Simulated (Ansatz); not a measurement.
Method: Ansatz 0.2.0, DFT PBE, scalar-relativistic, plane waves, PAW. Settings: cutoff 420 eV, Γ-centred meshes spaced at most about 0.3 Å⁻¹, and about 0.25 Å⁻¹ or finer for metals (2π included), Gaussian smearing. No spin polarisation in the final relaxations.

Temperature and zero-point effects are left out.

Two forms of Ge2Sb2O were relaxed alike.

A.

```
CELL_PARAMETERS angstrom
-2.23942 2.23942 5.71810
2.23942 -2.23942 5.71810
2.23942 2.23942 -5.71810
ATOMIC_POSITIONS crystal
Ge 0.75000 0.25000 0.50000
Ge 0.25000 0.75000 0.50000
Sb 0.50000 0.00000 0.50000
Sb 0.00000 0.50000 0.50000
O 0.00000 0.00000 0.00000
```

B.

```
CELL_PARAMETERS angstrom
3.87002 0.00000 0.00000
-1.93501 3.35153 0.00000
0.00000 0.00000 8.17706
ATOMIC_POSITIONS crystal
Ge 0.66667 0.33333 0.12096
Ge 0.33333 0.66667 0.87904
Sb 0.33333 0.66667 0.38097
Sb 0.66667 0.33333 0.61903
O 0.00000 0.00000 0.00000
```

**Question.** Which would you expect to be lower, and how large is the difference?

**Answer.** B is lower, by 33 meV/atom. A has space group I4/mmm (No. 139), 22.9 Å³/atom and no gap on its mesh; B has space group P-3m1 (No. 164), 21.2 Å³/atom and no gap. Counting Ge or Sb atoms around O (for each partner element, those within 1.25 times its shortest distance or 1.15 times the sum of covalent radii, where it is the nearest in units of that sum or under 1.3; the shortest distance is added where it is long for a bond), A has O 4 and B has O 6 from 2.4 Å. B holds Sb–Sb nets (shortest 2.96 Å); in A the shortest Sb–Sb distance is 3.17 Å, near bonding range too. The denser one is the lower, and pressure would at first widen the difference. Even the lower one lies +0.08 eV/atom against the reference forms of the elements (uncorrected), a margin that errors in the energy of the gaseous reference can exceed. In A, Ge is surrounded by 2 Sb at 2.86 Å, 4 Ge at 3.17 Å and 4 O at 3.63 Å; Sb is surrounded by 2 O at 2.24 Å and 2 Ge at 2.86 Å; O has 4 Sb at 2.24 Å and 8 Ge at 3.63 Å. In B, Ge is surrounded by 3 O at 2.44 Å, 3 Ge at 2.98 Å and 3 Sb at 3.08 Å; Sb has 3 Sb at 2.96 Å and 3 Ge at 3.08 Å; O has 6 Ge at 2.44 Å. Both come from invented guesses. A third cell relaxed alike, in P4/mbm, lies 185 meV/atom below the lower of the two.

These runs have no spin–orbit coupling, which can matter for Sb. Cells relaxed within their symmetry can be saddle points.
